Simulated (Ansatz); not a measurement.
GaIr$_{3}$N:
```
GaIr3N
1.0
    4.06440     0.00000     0.00000
    0.00000     4.06440     0.00000
    0.00000     0.00000     4.06440
Ga Ir N
1 3 1
Direct
  0.00000   0.00000   0.00000
  0.00000   0.50000   0.50000
  0.50000   0.00000   0.50000
  0.50000   0.50000   0.00000
  0.50000   0.50000   0.50000
```
The run is spin-polarised; directions of the spins, atom by atom: 0 0 0 0 0.

Relaxed with r²SCAN.

**Question.** Which orbitals make up the states near the Fermi level in r²SCAN (plane waves, PAW; program Ansatz)?

**Answer.** Within 0.5 eV of the Fermi level: Ir 5d 78 %, N 2p 8 %. Projections are on Löwdin-orthogonalised atomic valence shells; empty p or d shells of many metals are not among them.

**Question.** Tabulate the density of states.

**Answer.** States/eV per cell of 5 atoms, in 0.25 eV bins, energy from the Fermi level.

| E (eV) | total | Ir 5d | Ga 4p | N 2p |
|---|---|---|---|---|
| -7.85 | 1.81 | 0.64 | 0.02 | 0.97 |
| -7.60 | 1.47 | 0.51 | 0.01 | 0.88 |
| -7.35 | 0.91 | 0.30 | 0.01 | 0.55 |
| -7.10 | 0.63 | 0.22 | 0.05 | 0.30 |
| -6.85 | 0.60 | 0.23 | 0.11 | 0.17 |
| -6.60 | 0.65 | 0.28 | 0.17 | 0.08 |
| -6.35 | 0.87 | 0.42 | 0.25 | 0.03 |
| -6.10 | 2.12 | 1.22 | 0.51 | 0.07 |
| -5.85 | 3.13 | 2.07 | 0.58 | 0.13 |
| -5.60 | 5.05 | 3.51 | 0.90 | 0.24 |
| -5.35 | 6.69 | 4.99 | 1.01 | 0.27 |
| -5.10 | 5.01 | 3.96 | 0.72 | 0.10 |
| -4.85 | 3.31 | 2.65 | 0.43 | 0.05 |
| -4.60 | 2.92 | 2.40 | 0.33 | 0.04 |
| -4.35 | 2.98 | 2.54 | 0.27 | 0.04 |
| -4.10 | 4.32 | 3.82 | 0.30 | 0.03 |
| -3.85 | 3.02 | 2.81 | 0.11 | 0.02 |
| -3.60 | 3.65 | 3.28 | 0.15 | 0.09 |
| -3.35 | 6.36 | 5.56 | 0.30 | 0.23 |
| -3.10 | 5.13 | 4.29 | 0.42 | 0.14 |
| -2.85 | 3.40 | 2.79 | 0.33 | 0.07 |
| -2.60 | 4.24 | 3.75 | 0.17 | 0.06 |
| -2.35 | 3.26 | 2.93 | 0.11 | 0.04 |
| -2.10 | 3.37 | 3.20 | 0.05 | 0.02 |
| -1.85 | 5.81 | 5.51 | 0.06 | 0.06 |
| -1.60 | 4.95 | 4.73 | 0.03 | 0.04 |
| -1.35 | 4.98 | 4.68 | 0.07 | 0.04 |
| -1.10 | 2.50 | 2.20 | 0.06 | 0.07 |
| -0.85 | 2.10 | 1.82 | 0.03 | 0.18 |
| -0.60 | 2.20 | 1.90 | 0.04 | 0.18 |
| -0.35 | 2.88 | 2.43 | 0.06 | 0.21 |
| -0.10 | 5.24 | 3.99 | 0.15 | 0.51 |
| 0.15 | 4.15 | 3.28 | 0.18 | 0.27 |
| 0.40 | 3.40 | 2.52 | 0.24 | 0.32 |
| 0.65 | 4.05 | 2.83 | 0.34 | 0.38 |
| 0.90 | 4.23 | 2.49 | 0.36 | 0.39 |
| 1.15 | 2.65 | 1.27 | 0.19 | 0.29 |
| 1.40 | 1.08 | 0.50 | 0.18 | 0.13 |
| 1.65 | 0.50 | 0.18 | 0.17 | 0.04 |
| 1.90 | 1.06 | 0.39 | 0.29 | 0.09 |
| 2.15 | 1.20 | 0.40 | 0.37 | 0.09 |
| 2.40 | 1.83 | 0.61 | 0.58 | 0.13 |
| 2.65 | 2.64 | 0.89 | 0.74 | 0.19 |
| 2.90 | 3.15 | 1.07 | 0.78 | 0.22 |
| 3.15 | 1.87 | 0.64 | 0.59 | 0.16 |
| 3.40 | 2.44 | 0.75 | 0.75 | 0.25 |
| 3.65 | 1.68 | 0.47 | 0.61 | 0.14 |
| 3.90 | 1.95 | 0.50 | 0.69 | 0.17 |
| 4.15 | 2.47 | 0.63 | 0.72 | 0.28 |
| 4.40 | 1.71 | 0.42 | 0.54 | 0.19 |
| 4.65 | 1.15 | 0.29 | 0.33 | 0.15 |

Space group Pm-3m (anti-perovskite). The start of the workflow was typed in or built on a structure type; neither database checked (COD, Materials Project) lists it. Its standing as an ambient phase is unchecked. Symmetry was held in the r²SCAN relaxation; whether a distortion lowers the energy is not shown. Magnetic state: ferromagnetic, the only order run, not a proven ground state. The volume moved by 18 % from the start of the relaxation. Its formation energy is positive at this level, so the cell may be metastable or incomplete. Other orbital occupations within this spin state were not tried. No Hubbard U is applied. Spin–orbit coupling is left out wherever it is not named.

Potentials: the later of the program's two PAW sets.
